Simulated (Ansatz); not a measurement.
# In3OF: modes against the lattice constant

Computed with DFT PBEsol, scalar-relativistic, plane waves, PAW (Ansatz 0.2.0). Settings: 420 eV plane-wave cutoff, Γ-centred 8×8×8 mesh, Fermi-Dirac smearing of 0.15 eV. No spin polarisation. Phonons by linear response, acoustic sum rule imposed.

The cell is fixed (symmetry leaves no force on the atoms) and stands under 0.9 GPa:
```cif
data_structure
_symmetry_space_group_name_H-M 'P 1'
_symmetry_Int_Tables_number 1
_cell_length_a 4.7779
_cell_length_b 4.7779
_cell_length_c 4.7779
_cell_angle_alpha 90.000
_cell_angle_beta 90.000
_cell_angle_gamma 90.000
_cell_volume 109.07
loop_
_atom_site_label
_atom_site_type_symbol
_atom_site_fract_x
_atom_site_fract_y
_atom_site_fract_z
_atom_site_occupancy
F1 F 0.00000 0.00000 0.00000 1
O1 O 0.50000 0.50000 0.50000 1
In1 In 0.50000 0.50000 0.00000 1
In2 In 0.50000 0.00000 0.50000 1
In3 In 0.00000 0.50000 0.50000 1
```

Its imaginary modes show that this cell, the ideal cubic antiperovskite prototype, isn't a minimum of the energy. In a metal, frequencies and elastic constants depend on the k mesh and the smearing, soft modes and shear constants most. A semilocal functional can close a gap that the real compound has.

How do the optical zone-centre modes (counted from the lowest optical one, degenerate ones once; i marks imaginary ones) of this metal change over a = 4.605 and 4.778 Å?

Results:

```
         a (Å)  4.605  4.778
pressure (GPa)    7.0    0.9
 mode 1 (cm⁻¹)   314i   320i
 mode 4 (cm⁻¹)   126i   128i
 mode 7 (cm⁻¹)    66i    61i
mode 10 (cm⁻¹)    194    127
```

Cost: 2 runs of about 12 core-minutes in all, on Arm Neoverse N1 (shared hosts).